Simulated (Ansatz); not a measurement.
YNiGe₃:
```
YNiGe3
1.0
    2.03816   -10.73596     0.00000
    2.03816    10.73596     0.00000
    0.00000     0.00000     4.08057
Y Ni Ge
2 2 6
Direct
  0.83115   0.16885   0.50000
  0.16885   0.83115   0.50000
  0.60999   0.39001   0.00000
  0.39001   0.60999   0.00000
  0.05743   0.94257   0.00000
  0.94257   0.05743   0.00000
  0.28358   0.71642   0.00000
  0.71642   0.28358   0.00000
  0.44275   0.55725   0.50000
  0.55725   0.44275   0.50000
```

Relaxed with r²SCAN. Special points in fractions of this cell's reciprocal vectors: Γ (0.000, 0.000, 0.000); Y (-0.500, 0.500, 0.000); C0 (-0.259, 0.741, 0.000); Σ0 (0.259, 0.259, 0.000); Z (0.000, 0.000, 0.500); A0 (0.259, 0.259, 0.500); E0 (-0.259, 0.741, 0.500); T (-0.500, 0.500, 0.500); S (0.000, 0.500, 0.000); R (0.000, 0.500, 0.500).

Q: List the band energies nearest the Fermi level at these points for r²SCAN (plane waves, PAW; program Ansatz).

A: In eV from the Fermi level; about four levels below and three above (degenerate sets whole), none deeper than 8.9 eV; points with the same levels are listed once.

```json
[
 {"k": "Γ", "below": "-1.01 -1.01 -0.55 -0.14", "above": "0.06 1.60 2.18"},
 {"k": "Y", "below": "-1.11 -1.04 -0.59 -0.17", "above": "0.23 1.71 2.10"},
 {"k": "C0", "below": "-1.62 -1.09 -0.38 -0.32", "above": "0.15 0.72 0.90"},
 {"k": "Z", "below": "-1.21 -0.91 -0.39 -0.11", "above": "0.14 0.33 0.97"},
 {"k": "A0", "below": "-2.03 -2.02 -1.96 -1.94 -1.28", "above": "2.17 2.31 2.44"},
 {"k": "T", "below": "-1.82 -1.44 -0.92 -0.79", "above": "0.10 0.17 0.25"},
 {"k": "S", "below": "-1.85 -1.59 -1.11 -0.55", "above": "0.12 0.13 0.57"},
 {"k": "R", "below": "-1.99 -1.96 -1.96 -1.28", "above": "2.14 2.30 2.62"}
]
```

Space group Cmmm. The workflow started from a Materials Project entry (that database holds measured and hypothetical structures alike); the Crystallography Open Database copy checked does not list it. Whether it is the stable phase at ambient conditions was not checked. The r²SCAN relaxation kept the symmetry of its start; whether a distortion lowers the energy is not shown. No spin polarisation was allowed. Scalar-relativistic: spin–orbit coupling is off unless named, which matters more the heavier the elements.

Potentials: the later of the program's two PAW sets.
